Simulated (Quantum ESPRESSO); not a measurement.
# Kohn-Sham bands of Li3Ga2 (R-3m)

```
CELL_PARAMETERS angstrom
     -2.15580     3.73395     0.00000
     -4.31159     0.00000     0.00000
     -2.15580     1.24465     4.56540
ATOMIC_POSITIONS crystal
  Li 0.40426 0.40426 0.78723
  Li 0.59574 0.59574 0.21277
  Li 0.00000 0.00000 0.00000
  Ga 0.79995 0.79995 0.60015
  Ga 0.20005 0.20005 0.39985
```

Materials Project entry mp-9568; symmetrised, unrelaxed at this level. COD (Crystallography Open Database) has an entry of this formula and space group (matched by these alone). Computed values, not measurements, from PBEsol: Quantum ESPRESSO (norm-conserving PseudoDojo potentials, cutoff 64 Ry, no spin polarisation, no spin-orbit coupling) on a Γ-centred 6×6×6 mesh, then Wannier90. Density: 12×12×12 mesh, cold smearing 0.01 Ry.

Task: List the Kohn-Sham levels between −8 and 3.0 eV relative to the Fermi level at the high-symmetry points, as a band run of pw.x on that density gives them (levels within 2 meV counted together).

Result: 
| point | k (reciprocal lattice) | levels (eV) |
|---|---|---|
| Γ | 0.000 0.000 0.000 | -2.19, -0.82, 0.67 (×2), 1.38, 2.50 (×2) |
| T | 0.000 0.000 0.500 | -4.81, 0.54 (×2), 1.57, 1.62 (×2) |
| H_2 | -0.284 -0.568 0.216 | -6.80, -5.83, -3.16, -2.49, -0.43, 2.05 |
| H_0 | -0.432 -0.716 -0.216 | -6.80, -5.83, -3.16, -2.49, -0.43, 2.05 |
| L | 0.000 -0.500 0.000 | -7.23, -5.95, -1.97, -1.05, 1.08, 1.20, 1.46, 1.96 |
| S_0 | -0.358 -0.716 -0.358 | -6.56, -6.10, -3.25, -1.70, -1.42, 2.89 |
| S_2 | -0.358 -0.642 0.000 | -6.56, -6.10, -3.25, -1.70, -1.42, 2.89 |
| F | -0.500 -0.500 0.000 | -7.20, -5.45, -2.59, -1.97, -1.65, 1.32 |
